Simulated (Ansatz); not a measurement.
BiRh (NiAs type)

```yaml
crystal:
  lattice:
    - [4.11118, 0.00000, 0.00000]
    - [-2.05559, 3.56038, 0.00000]
    - [0.00000, 0.00000, 5.63649]
  atoms:
    - { symbol: Bi, position: [0.33333, 0.66667, 0.25000] }
    - { symbol: Bi, position: [0.66667, 0.33333, 0.75000] }
    - { symbol: Rh, position: [0.00000, 0.00000, 0.50000] }
    - { symbol: Rh, position: [0.00000, 0.00000, 0.00000] }
```

In each cell atom 2 (Bi, nearest neighbour Rh at 2.760 Å; its periodic images, 4.1 Å or more away, move with it) moves by s·(0.577, 0.577, 0.577) (along Cartesian [111]), the rest being held.

Method: PBEsol (plane waves to 420 eV, PAW, scalar-relativistic; Ansatz, a first-principles code). k mesh 11×11×7 (Γ-centred), Fermi-Dirac smearing 0.05 eV. E stands for the smeared free energy. With partly filled bands, energies and forces of such displacements shift with the k mesh and the smearing. BiRh is run without spin polarisation. BiRh was relaxed with its symmetry unable to fall. Spin-orbit coupling is left out, though Bi is heavy. The zero of ΔE is the undisplaced structure. The last digit holds for this mesh only.

| s (Å) | ΔE (meV/cell) |
|---|---|
| -0.550 | 1809.7 |
| -0.440 | 1016.1 |
| -0.330 | 511.6 |
| -0.220 | 207.8 |
| -0.110 | 48.5 |
| 0.000 | 0.0 |
| 0.110 | 45.2 |
| 0.220 | 180.1 |
| 0.330 | 410.6 |
| 0.440 | withheld |
| 0.550 | 1218.3 |

Problem. Fit a polynomial form (powers 2, 3, 4) to the given rows and predict ΔE at s = 0.440.

Solution. Least squares on the 10 given rows: ΔE = (3743)·s² + (-1741)·s³ + (4151)·s⁴, in meV/cell with s in Å; root-mean-square residual 7.92 meV/cell. At 0.440 the fit gives 731.9 meV/cell; the calculation gives 750.2 meV/cell, so the interpolation is off by -18.3 (-2.4 %). The quadratic term alone would give 724.6 meV/cell.

(For displaced atoms, the force is minus the slope of the energy, and its curvature is a force constant, which sets phonon frequencies.)
